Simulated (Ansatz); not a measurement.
Single point in Ansatz 0.2.0 with r2SCAN, no spin polarisation. Cutoff 500 eV, PAW datasets, 8×8×8 Γ-centred k mesh, fermi-dirac filling (width 0.1 eV).

Computed maps in the lattice plane spanned by a (left to right, 4.85 Å, 15 points from zero) and b (bottom to top, 4.85 Å, 15 points from zero), 90° apart, at height 0.486 along c. The fields are smooth PAW ones with compensation charges, not the true ones near nuclei.

Valence density. Digits on a logarithmic scale: 0 up to 0.03 e/Å³, each further digit a factor of 1.6, 9 from 1.3 e/Å³ up:
```
456676544445544
467999754456554
569999865566655
569999865567665
568999754456654
456787654445544
445555444445544
433444334556654
433333334678875
532222345799996
532222345899997
532222345799996
433222335689976
433333334566665
344555444455544
```

Problem. The cell is RbLaGe₃. Which atoms lie within 0.2 Å of this plane, and where (fractions of a and b)?

Solution. Ge at (0.76, 0.26), Ge at (0.26, 0.76). The whole cell:
```
CELL_PARAMETERS angstrom
0.00000 4.84817 0.00000
4.84817 0.00000 0.00000
2.42408 2.42408 -5.53697
ATOMIC_POSITIONS crystal
La 0.00000 0.00000 0.00000
Rb 0.66360 0.66360 0.67280
Ge 0.43307 0.43307 0.13386
Ge 0.75686 0.25686 0.48628
Ge 0.25686 0.75686 0.48628
```

Origin: a known structure type with other elements, at an estimated volume, so it need not be a known compound. Caveats: atoms or cell far from equilibrium; f levels without a U or exact exchange are poorly placed.
